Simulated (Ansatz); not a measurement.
Given:

HgO:
```
HgO
1.0
    3.52143     0.00000     0.00000
   -1.76071     3.04965     0.00000
    0.00000     0.00000     8.61737
Hg O
3 3
Direct
  0.24604   0.24604   0.50000
  0.75396   0.00000   0.83333
  0.00000   0.75396   0.16667
  0.53477   0.53477   0.00000
  0.46523   0.00000   0.33333
  0.00000   0.46523   0.66667
```

This is the LDA-relaxed structure. Tensor components refer to the Cartesian frame of this cell.

### Question
All from plane-wave PAW LDA (Ansatz code), unless another level is named. Estimate the bulk modulus (Birch–Murnaghan fit).

### Answer
486 kbar.

### Question
What about the piezoelectric stress constants (proper, relaxed ions, C/m²)?

### Answer
e11 = -0.03, e12 = e26 = 0.03, e14 = 0.06, e25 = -0.06.

### Question
And the zero-point energy?

### Answer
43.7 meV/atom.

### Question
Predict the elastic constants (relaxed ions, GPa).

### Answer
C11 = 67.5, C12 = 33.8, C13 = 39.5, C14 = 4.5, C33 = 78.5, C44 = 15.3.

Space group P3_121. The workflow started from a Materials Project entry (that database holds measured and hypothetical structures alike); the Crystallography Open Database copy checked does not list it. COD files the formula under space group No. 44, 62, so this cell is another polymorph or a model. Whether it is the stable phase at ambient conditions was not checked. The cell was relaxed with LDA under the symmetry of its start; phonons on a q-mesh show no instability. A crystal of weakly bound chains computed without a dispersion correction: the cell and the soft elastic constants depend strongly on that. Spin–orbit coupling is left out wherever it is not named.

Potentials: the later of the program's two PAW sets.
